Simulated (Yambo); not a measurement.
# How GW settings move the gap: Na2CO3

G0W0@LDA for Na₂CO₃ (space group C2/m, No. 12) in Yambo. Reference settings: 2×2×2 Γ-centred k mesh, bands 5 to 208 and a 7 Ry block in the screening, 208 bands in G with the Bruneval-Gonze terminator, plasmon pole fitted at 27.2 eV. The LDA gap (0, 0, -0.5) → Γ on this mesh is 3.96 eV; G0W0 gaps are taken between the same points.

| change from the reference | G0W0 gap (0, 0, -0.5) → Γ (eV) | shift of the valence edge (eV) | rough Yambo cost |
|---|---|---|---|
| reference settings | 7.24 | -1.71 | 1 |
| 90 bands in W, 90 bands in G | 7.49 | -1.59 | about 1/2 |
| 140 bands in W, 140 bands in G | 7.30 | -1.65 | within a factor of two |
| 90 bands in G | 7.26 | -1.70 | – |
| 140 bands in G | 7.24 | -1.71 | – |
| 107 bands in W | 7.39 | -1.63 | within a factor of two |
| 1 Ry block | 8.18 | -2.62 | within a factor of two |
| 3 Ry block | 7.24 | -1.84 | within a factor of two |
| 6 Ry block | 7.21 | -1.70 | within a factor of two |
| pole fitted at 55 eV | 7.27 | -1.79 | – |
| no random integration | 7.08 | -1.42 | – |
| 90 bands in G, no terminator | 6.93 | -1.06 | – |
| 140 bands in G, no terminator | 7.02 | -1.31 | – |
| no terminator | 7.11 | -1.49 | – |

The reference isn't shown to be the converged limit. Costs are rough (shared machines), scaled to the same edge states, and given only for runs that recompute the screening.

Geometry of the Materials Project entry, not relaxed at this level; primitive cell a = 5.1207 Å, b = 5.1207 Å, c = 5.9217 Å, α = 101.29°, β = 101.29°, γ = 61.87°.

A shift is the quasiparticle energy of the state minus its LDA energy.
